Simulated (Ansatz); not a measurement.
**Computed properties of YB₃C₃**

YB₃C₃:
```cif
data_C6B6Y2
_chemical_formula_sum 'Y2 B6 C6'
_space_group_name_H-M_alt 'P 1'
_space_group_IT_number 1
_cell_length_a 4.80125
_cell_length_b 4.80125
_cell_length_c 4.80125
_cell_angle_alpha 90.000
_cell_angle_beta 90.000
_cell_angle_gamma 90.000
loop_
_space_group_symop_operation_xyz
  'x, y, z'
loop_
_atom_site_label
_atom_site_type_symbol
_atom_site_fract_x
_atom_site_fract_y
_atom_site_fract_z
_atom_site_occupancy
Y1 Y 0.00000 0.00000 0.00000 1
Y2 Y 0.50000 0.50000 0.50000 1
B1 B 0.25000 0.50000 0.00000 1
B2 B 0.75000 0.50000 0.00000 1
B3 B 0.00000 0.25000 0.50000 1
B4 B 0.00000 0.75000 0.50000 1
B5 B 0.50000 0.00000 0.25000 1
B6 B 0.50000 0.00000 0.75000 1
C1 C 0.25000 0.00000 0.50000 1
C2 C 0.75000 0.00000 0.50000 1
C3 C 0.50000 0.25000 0.00000 1
C4 C 0.50000 0.75000 0.00000 1
C5 C 0.00000 0.50000 0.25000 1
C6 C 0.00000 0.50000 0.75000 1
```

Space group Pm-3n (No. 223); conventional cell a = 4.8013 Å, b = 4.8013 Å, c = 4.8013 Å, α = 90.00°, β = 90.00°, γ = 90.00°.

Method: plane-wave PAW r²SCAN (Ansatz code). Geometry: relaxed at this level of theory. Other levels are named where they apply.

**Cell and energy**

Volume per atom: 7.91 Å³
Density: 4.72 g/cm³
Formation energy from the elements (no fitted shifts): -0.12 eV/atom

**Electronic structure**

- Band gap: 0.36 eV (indirect)
- Valence-band maximum: at Γ
- Conduction-band minimum: at M (3 equivalent valleys)
- Smallest direct gap on the standard path: 1.59 eV
- Electron effective mass with spin–orbit coupling: 0.22, 0.41, 0.41 mₑ (principal values)
- Hole effective mass, band 1 of 3 at the edge: 1.2 along [100], 1.2 along [110], 0.56 along [111] (mₑ)
- Hole effective mass, band 2 of 3 at the edge: 1.2 along [100], 0.44 along [110], 0.56 along [111] (mₑ)
- Hole effective mass, band 3 of 3 at the edge: 0.22 along [100], 0.33 along [110], 0.39 along [111] (mₑ)
- Hole effective mass with spin–orbit coupling, band 1 of 2 at the edge: 1.2 along [100], 0.74 along [110], 0.56 along [111] (mₑ)
- Hole effective mass with spin–orbit coupling, band 2 of 2 at the edge: 0.33 along [100], 0.37 along [110], 0.44 along [111] (mₑ)
- HSE06 gap on the r²SCAN cell: 1.03 eV
- Gap with spin–orbit coupling: 0.35 eV

**Mechanics**

* **Bulk modulus (Birch–Murnaghan fit)**: 262 GPa
* **Pressure derivative B′**: 3.7
* **Elastic constants (relaxed ions, GPa)**: C11 = 488, C12 = 150, C44 = 198
* **Mechanical stability**: stable (all eigenvalues of C positive)
* **Hill bulk and shear moduli**: 263 and 186 GPa
* **Young's modulus**: 451 GPa
* **Poisson's ratio**: 0.21
* **Debye temperature from the elastic constants**: 1040 K

**Charges**

- Bader charges: Y +2.08, B +1.62, C -2.32 e

The start of the workflow was typed in or built on a structure type; neither database checked (COD, Materials Project) lists it. Its standing as an ambient phase is unchecked. The r²SCAN relaxation kept the symmetry of its start; its stability against distortions is not shown here. The run is not spin-polarised. The references are the lowest solids computed at this level, not always the standard phases. Scalar-relativistic: spin–orbit coupling is off unless named, which matters more the heavier the elements.

Potentials: the earlier of the program's two PAW sets.
